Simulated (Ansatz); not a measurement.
The start is a generated cell, TaN built in the NbAs structure type. A full variable-cell relaxation at zero pressure is run with PBE (plane waves to 420 eV, PAW, scalar-relativistic; Ansatz, a first-principles code). The first steps use a coarse 12×12×12 k-mesh.

Starting cell:
```
CELL_PARAMETERS angstrom
     -1.37563     1.37563     4.65721
      1.37563    -1.37563     4.65721
      1.37563     1.37563    -4.65721
ATOMIC_POSITIONS crystal
  Ta 0.50000 0.50000 0.00000
  Ta 0.25000 0.75000 0.50000
  N  0.91600 0.91600 0.00000
  N  0.66600 0.16600 0.50000
```

Q: What pressure does the first self-consistent step give?

A: +115 GPa (positive: the cell is compressed).

Q: By how much does the energy per atom fall from start to end?

A: 0.65 eV/atom.

Q: How does the volume change?

A: +24.0 %, from 8.81 to 10.93 Å³/atom.

Q: How do the shortest distances between atoms change?

A: The closest pairs of elements (up to four, under 3.6 Å), start → end: N–Ta 2.07 → 2.23 Å; N–N 2.70 → 2.91 Å; Ta–Ta 2.70 → 2.91 Å.

Q: Is the relaxed structure metallic? Give its gap.

A: 0.62 eV, indirect (valence top at 69 % of the way from M to S, conduction bottom at 50 % of the way from Γ to X) (no spin-orbit coupling).

The space group stays I4₁md (No. 109) (the run could not lower it), with 4 atoms in the primitive cell. Final values are on a 16×16×16 k-mesh of the relaxed cell. No spin polarisation in the result.

The run could not lose the symmetry of its start, so the end can be a saddle point.

The relaxed structure here is a generated cell of TaN: the first start was made by placing the elements on the sites of a structure type, and the end was not matched to a known phase here, so it may be hypothetical. Known forms of TaN include space group No. 225.
